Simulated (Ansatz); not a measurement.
Input file for Ansatz (a quantum-chemistry and plane-wave program):

Ansatz 0.2 input:
```yaml
crystal:
  lattice:
    - [0.0, 2.8257376739, 2.8257376739]
    - [2.8257376739, 0.0, 2.8257376739]
    - [2.8257376739, 2.8257376739, 0.0]
  atoms:
    - { symbol: Cu, position: [0.75, 0.75, 0.75] }
    - { symbol: Cu, position: [0.25, 0.25, 0.25] }
    - { symbol: Se, position: [0.0, 0.0, 0.0] }
kpoints:
  mp_grid: { grid: [13, 13, 13] }
hamiltonian:
  xc: lda
  pseudopotentials: { kind: paw }
scf:
  occupations: { method: fermi_dirac, width: 0.1 }
phonons:
  method: dfpt
  response_accuracy: low
  eigenvectors: true
  rigid_motions: translations
```

Output (shortened):

```
Pseudopotential: Cu, paw, valence charge 19
Pseudopotential: Se, paw, valence charge 16
Functional definition: SPW92
Crystal: 3 atoms, lattice volume = 45.126 Å³
Basis set: ecut = 420 eV, 893 PW (Γ), exchange–correlation on 54×54×54 points (8 copies of the dense FFT grid, shifted against one another)
Bands: 33, of which v1, the nominal top of the filled ones, is band 27 counted from 1 (26 counted from 0)
Symmetry: 48 space group operations
k-points: 196 of 2197 (irreducible under 8 space group operations, time reversal used)
SCF iter   1: F=—  HF=-18494.577259 eV  |F-HF|=—  |Δ(HF+E_count)|=         —  Δρ=1.75e-2  dr2=6.21e-2  ethr=1.77e-3  ⟨swp⟩=5.1  Hψ=22851  notcnv=0  defer=3
preconditioner: auto → Kerker (q_TF=auto, 2.811 Å⁻¹)
SCF iter   2: F=—  HF=-18494.571625 eV  |F-HF|=—  |Δ(HF+E_count)|=   5.63e-3  Δρ=8.99e-3  dr2=2.46e-2  ethr=1.15e-4  ⟨swp⟩=2.1  Hψ=14020  notcnv=0  defer=134
SCF iter   3: F=—  HF=-18494.562356 eV  |F-HF|=—  |Δ(HF+E_count)|=   9.27e-3  Δρ=3.61e-3  dr2=2.97e-3  ethr=4.56e-5  ⟨swp⟩=2.0  Hψ=9688  notcnv=0  defer=134
SCF iter   4: F=—  HF=-18494.561628 eV  |F-HF|=—  |Δ(HF+E_count)|=   7.27e-4  Δρ=6.71e-4  dr2=2.53e-4  ethr=5.50e-6  ⟨swp⟩=1.0  Hψ=6334  notcnv=0  defer=134
SCF iter   5: F=—  HF=-18494.561593 eV  |F-HF|=—  |Δ(HF+E_count)|=   3.50e-5  Δρ=4.26e-4  dr2=7.35e-5  ethr=4.69e-7  ⟨swp⟩=2.3  Hψ=9306  notcnv=0  defer=134
SCF iter   6: F=—  HF=-18494.561583 eV  |F-HF|=—  |Δ(HF+E_count)|=   1.09e-5  Δρ=1.47e-4  dr2=8.00e-6  ethr=1.36e-7  ⟨swp⟩=2.2  Hψ=9509  notcnv=0  defer=134
SCF iter   7: F=—  HF=-18494.561595 eV  |F-HF|=—  |Δ(HF+E_count)|=   1.24e-5  Δρ=5.74e-5  dr2=2.26e-6  ethr=1.48e-8  ⟨swp⟩=2.0  Hψ=7314  notcnv=0  defer=134
SCF iter   8: F=—  HF=-18494.561593 eV  |F-HF|=—  |Δ(HF+E_count)|=   2.19e-6  Δρ=2.27e-5  dr2=1.40e-7  ethr=4.18e-9  ⟨swp⟩=2.6  Hψ=10052  notcnv=0  defer=134
SCF iter  12: F=-18494.561593 eV  HF=-18494.561593 eV  |F-HF|=1.46e-11  |Δ(HF+E_count)|=  7.28e-12  Δρ=5.25e-8  dr2=8.63e-13  ethr=1.00e-12  ⟨swp⟩=5.7  Hψ=28320  notcnv=0
SCF 1 converged in 12 iterations: F = -18494.561593 eV  dr2 = 8.63e-13
DFPT response loops at Γ: preconditioner auto → Kerker (q_TF=auto, 2.811 Å⁻¹) (partly filled bands, converged f_vac=0.068) …
SCF converged after 12 iterations
Free energy (F): -18494.561593 eV
Harris-Foulkes:  -18494.561593 eV  (|F-HF|=1.46e-11)
Internal energy: -18494.554346 eV  (E = F + TS)
E sigma→0 (E₀):  -18494.557970 eV
Entropy (-TS):   -0.007246 eV (-2.415 meV/atom)
Fermi energy:    14.263580 eV
--- Per-component energies (eV) ---
  E_band       = -1136.918264
  E_kinetic    = 724.325474
  E_local      = -11315.733357  (includes V_loc(G=0)·N_el)
  E_nonlocal   = 220.131739
  E_hartree    = 5142.908375
  E_xc         = -281.092380
  E_vxc        = -328.767058  (∫ρ·V_xc dr)
  E_paw        = -5031.061146  (= ΣΔE_a)
  E_vpaw       = -722.691570  (= ΣTr[D̂ρ^β])
  E_aug_tail   = -0.000124  (compensation charges beyond the density's cutoff)
  E_ewald      = -7957.149609
  E_core_change = 3.116682  (= ΣΔE_core)
  E_smearing   = -0.007246  (= −TS)
  E_closure    = 0.000000  (closes the sum)
  Σ components = -18494.561593   (vs F -18494.561593, Δ=0.00e0)
  [band-id]    e_kinetic+e_local+e_nonlocal+2·e_hartree+e_vxc+e_vpaw+e_augmentation_tail = -1136.918148   (vs E_band -1136.918264, Δ=1.16e-4)
--- Band table (eV; the first three rows and the last of 196) ---
  k-point 0: bands = ["-97.8083", "-97.8049", "-55.6600", "-55.6600", "-55.6600", "-55.6452", "-55.6452", "-55.6452", "-35.0322", "-35.0322", "-35.0322", "-35.0245", "-35.0245", "-1.7136", "8.3560", "8.3560", "8.3560", "10.0929", "10.0929", "11.4567", …
  k-point 1: bands = ["-97.8082", "-97.8049", "-55.6599", "-55.6598", "-55.6598", "-55.6454", "-55.6454", "-55.6454", "-35.0322", "-35.0322", "-35.0322", "-35.0245", "-35.0245", "-1.6705", "8.2275", "8.3688", "8.3688", "10.1116", "10.1116", "11.4256", …
  k-point 2: bands = ["-97.8080", "-97.8051", "-55.6593", "-55.6592", "-55.6592", "-55.6461", "-55.6460", "-55.6460", "-35.0322", "-35.0321", "-35.0321", "-35.0245", "-35.0245", "-1.5471", "7.8837", "8.4049", "8.4049", "10.1680", "10.1680", "11.3377", …
  k-point 195: bands = ["-97.8066", "-97.8064", "-55.6624", "-55.6623", "-55.6538", "-55.6517", "-55.6433", "-55.6431", "-35.0323", "-35.0322", "-35.0319", "-35.0245", "-35.0244", "-0.5253", "6.9744", "7.2838", "8.5980", "10.2911", "10.4984", "10.5017", …
--- Phonons (Γ-DFPT): 2 representative perturbations + reference, on 196 of 2197 k-points (Σ response iterations 6) ---
  ASR residual: 5.990e-5 → 0.000e0 eV/Å²; symmetrization residual: 5.688e-5 eV/Å²
  ASR residual per site (eV/Å²): 1.80e-6 1.80e-6 5.99e-5
  Γ frequencies (cm⁻¹): 0.00 0.00 0.00 111.04 111.04 111.04 112.21 112.21 112.21
  non-analytic LO–TO correction: not included (Born effective charges unavailable; polar crystals: no LO–TO splitting at Γ)
```

Cost: about 100 core-seconds (a rough figure) on shared cores.

Space group Fm-3m (anti-fluorite). The workflow started from a Materials Project entry (that database holds measured and hypothetical structures alike); the Crystallography Open Database copy checked does not list it. COD files the formula under space group No. 216, so this cell is another polymorph or a model. Its standing as an ambient phase is unchecked. The cell was relaxed with LDA under the symmetry of its start; of distortions, only those at the zone centre were tested. No spin polarisation was allowed. A small band overlap can be real or an error of a semilocal functional. As this level gives no gap, phonon frequencies hold no LO–TO term and depend on the k-mesh and smearing (Fermi–Dirac, 0.1 eV here). Scalar-relativistic: spin–orbit coupling is off unless named, which matters more the heavier the elements.

Potentials: the later of the program's two PAW sets.

Ansatz is a plane-wave DFT program.
